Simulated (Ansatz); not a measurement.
Theory: Ansatz, DFT, r2SCAN, plane waves (500 eV) with PAW, scalar-relativistic. (PAW data from PBE, frozen cores regenerated.)

An element in the simple cubic structure gives this curve. The cell is scaled uniformly from the relaxed one, with fractional coordinates and shape fixed. Energies are extrapolated to zero smearing, pressures are those at the given smearing. Magnetic state: spin not included.

```csv
V (Å³/atom),E − E₀ (meV/atom),P (GPa)
21.464,100.0,12.03
22.439,41.7,7.32
23.415,9.6,3.34
24.391,-0.1,-0.03
25.366,9.4,-2.85
26.342,34.9,-5.20
27.318,73.8,-7.15
```

(1) Which element is it?
A. hafnium
B. indium
C. magnesium
D. scandium

Answers

(1) A. Its fit is V₀ = 24.37 Å³/atom, B₀ = 78 GPa, B₀′ = 3.1.
